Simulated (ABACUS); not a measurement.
ABACUS run on CoGe (P1, 8 atoms in the cell; from Materials Project mp-10692, changed as shown): self-consistent single point.

Computed with LDA (PW92), numerical atomic orbitals TZP (confined pseudo-atomic orbitals with Gaussian additions; energy shift 0.01 Ry), PseudoDojo 0.4 standard norm-conserving LDA (tails mended) pseudopotentials (ABACUS 3.10.1).

The change in words: atom 6 moved by -0.04 angstrom along z. Reference geometry (P2_13):
```xyz
8
Lattice="4.5795 0.0000 0.0000 0.0000 4.5795 0.0000 0.0000 0.0000 4.5795" Properties=species:S:1:pos:R:3 pbc="T T T"
Co     0.6266     0.6266     0.6266
Co     1.6631     3.9529     2.9163
Co     2.9163     1.6631     3.9529
Co     3.9529     2.9163     1.6631
Ge     3.8459     3.8459     3.8459
Ge     3.0233     0.7336     1.5561
Ge     1.5561     3.0233     0.7336
Ge     0.7336     1.5561     3.0233
```

Reference input (self-consistent single point, DFT, LDA (PW92), numerical atomic orbitals TZP (confined pseudo-atomic orbitals with Gaussian additions; energy shift 0.01 Ry), PseudoDojo 0.4 standard norm-conserving LDA (tails mended) pseudopotentials): basis = TZP numerical atomic orbitals, energy shift 0.01 Ry; KPT = Gamma 3 3 3 0 0 0; basis_type = lcao; dft_functional = PWLDA; ecutwfc = 100 Ry; smearing_method = fd; smearing_sigma = 0.00999582 Ry; potentials = PseudoDojo 0.4 standard norm-conserving LDA (tails mended); symmetry = 1; symmetry_prec = 1e-05; ks_solver = scalapack_gvx; scf_nmax = 100. This run's input differs from it in these lines:

```diff
@@ -54,3 +54,3 @@
    7.2676687912    7.2676687912    7.2676687912 1 1 1
-   5.7132473527    1.3862753047    2.9406967432 1 1 1
+   5.7132473527    1.3862753047    2.8651045416 1 1 1
    2.9406967432    5.7132473527    1.3862753047 1 1 1
```

The program printed (abridged):

```
 SELF-CONSISTENT
 -------------------------------------------

                  longest orb rcut (Bohr) = 7
   longest nonlocal projector rcut (Bohr) = 1.94
                     search radius (Bohr) = 17.9

                          real space grid = [ 60, 60, 60 ]

                                 init_chg = atomic

 LCAO ALGORITHM --------------- ION=   1  ELEC=   1--------------------------------

 Density error is 0.0499303831467
 E_KohnSham     -1935.6572249700     -26335.9676344593
 E_Fermi        1.2880225374         17.5244456615

 LCAO ALGORITHM --------------- ION=   1  ELEC=   2--------------------------------

   [... lines left out ...]

   [... 11 blocks of this kind left out ...]

 LCAO ALGORITHM --------------- ION=   1  ELEC=  14--------------------------------

 Density error is 3.570360963e-07
 E_KohnSham     -1936.6665463666     -26349.7001565671
 E_Fermi        1.3795786184         18.7701300492

 LCAO ALGORITHM --------------- ION=   1  ELEC=  15--------------------------------

 Density error is 7.94940691732e-08
 E_KohnSham     -1936.6665463666     -26349.7001565665
 E_KS(sigma->0) -1936.6578608114     -26349.5819835265
 E_entropy(-TS) -0.0173711103        -0.2363460800
 E_Fermi        1.3795786132         18.7701299785
 charge density convergence is achieved
 final etot is -26349.700157 eV
 EFERMI = 18.770129979 eV

 STATE ENERGY(eV) AND OCCUPATIONS    NSPIN == 1
   [... 72 lines left out ...]

 TOTAL-FORCE (eV/Angstrom)
                       Co1         0.0363823677        -0.0256692102        -0.0728113151
                       Co2         0.0834031734         0.0815567947        -0.0792283596
                       Co3        -0.0438114100         0.0792823426        -0.1309422863
                       Co4         0.0238787257        -0.0285109530         0.0075418151
                       Ge1        -0.0304063612        -0.0350071406        -0.1395409111
                       Ge2        -0.0499436178        -0.0540600537         0.3971429433
                       Ge3        -0.0511195683         0.0328139669         0.0351003054
   [... lines left out ...]

 TOTAL-STRESS (KBAR)
       -48.1795938407        -1.2624020405        -0.0920564759
        -1.2624020405       -46.7375512453         0.4582844932
        -0.0920564759         0.4582844932       -44.3534563786
 TOTAL-PRESSURE: -46.423534 KBAR

 --------------------------------------------
 !FINAL_ETOT_IS -26349.7001565664759255 eV
 --------------------------------------------
```

The run converged in 15 iterations. Against the reference run the free energy hardly moves (within 1 meV/atom), the pressure goes from -4.75 to -4.64 GPa and the largest force goes from under 0.1 to 0.40 eV/Å.

The atom-centred basis is finite, which shifts total energies, pressures and forces against plane waves. The run has no spin polarisation, so moments on Co cannot form. The structure comes from a collection of computed structures, made at another level of theory; the collection holds predicted forms beside known ones. No clean gap shows at this smearing width and mesh (spacing up to 0.46 Å⁻¹); the mesh is coarse for partly filled bands, so the values carry mesh errors.

Cost on one core: roughly 90 core-seconds.

The atomic orbitals were generated for these runs; they are not ABACUS's published sets and were checked against plane waves on a few crystals only.

“Tails mended”: in these copies of the files the far tail of each local potential was reset to the Coulomb form.
